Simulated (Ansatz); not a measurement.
Cold compression of TaRu

```xyz
2
Lattice="3.1788 0.0000 0.0000 0.0000 3.1788 0.0000 0.0000 0.0000 3.1788" Properties=species:S:1:pos:R:3 pbc="T T T"
Ta    1.5894    1.5894    1.5894
Ru    0.0000    0.0000    0.0000
```

The base volume is that of a database entry, with shape and atoms relaxed on PAW files at held volume, so it needn't be at zero pressure; the structure needn't be the stable phase, at rest or compressed.

Its volume is scaled, and at each volume shape and atoms are relaxed on PAW files; all methods then take that cell.

Computed with Ansatz 0.2.0; functional LDA, scalar-relativistic. Settings: a Γ-centred 11×11×11 k mesh, Fermi–Dirac smearing of 0.05 eV, no spin polarisation. Methods: LAPW: all electrons, basis error target 1 meV/atom; PAW: frozen-core files, cutoff 420 eV; norm-conserving: pseudopotentials, cutoff 1197 eV.

Energies are extrapolated to zero smearing and count from the unscaled cell; pressure is positive in compression; gaps take the mesh and a band path. No temperature or zero-point motion is included.

Spin–orbit coupling is left out, which matters for the heavy atoms. The PAW files were made under PBE.

```csv
V/V0,V (Å³/atom),P LAPW (GPa),ΔE LAPW (eV/atom),P PAW − LAPW (GPa),ΔE PAW − LAPW (meV/atom),space group,shortest distance (Å)
1.00,16.06,-14.40,0.000,-0.14,0.0,Pm-3m,2.753
0.90,14.46,15.12,-0.011,-0.04,-1.0,Pm-3m,?
0.80,12.85,66.9,0.375,0.25,-0.1,Pm-3m,2.556
0.40,6.42,1426,18.578,12.82,172.0,Pm-3m,?
```

Q: Give the missing entry: row "0.90", column "shortest distance (Å)".

A: 2.658.

Q: What belongs in the row "0.40", column "shortest distance (Å)"?

A: 2.028.

Q: From the table, what is the rise of the enthalpy H = E + pV up to the last row, and how stiff is the crystal between the last two rows?

A: ΔH = 18.578 eV + (1426 GPa × 6.42 Å³ + 14.40 GPa × 16.06 Å³) × 0.006242 eV/(GPa·Å³) = 77.19 eV/atom, of which pV makes 76 %. The mean bulk modulus there is −ΔP/Δln V = 1960 GPa.

Q: At the smallest volume, how far does norm-conserving lie from LAPW in pressure?

A: norm-conserving: -17.49 GPa, on a LAPW pressure of 1426 GPa.

Q: How do the Löwdin populations by LAPW change from the unscaled cell to the last row?

A: Ta 5s 1.96 → 1.83, Ta 6s 0.88 → 0.47, Ta 5p 5.99 → 5.86, Ta 5d 3.90 → 5.04, Ru 4s 1.96 → 1.83, Ru 5s 0.81 → 0.46, Ru 4p 5.99 → 5.86, Ru 4d 7.33 → 7.53 electrons an atom. These are projections on the shells that the free atoms fill; 0.20 e a cell lies outside them at the start and 0.17 e at the end.
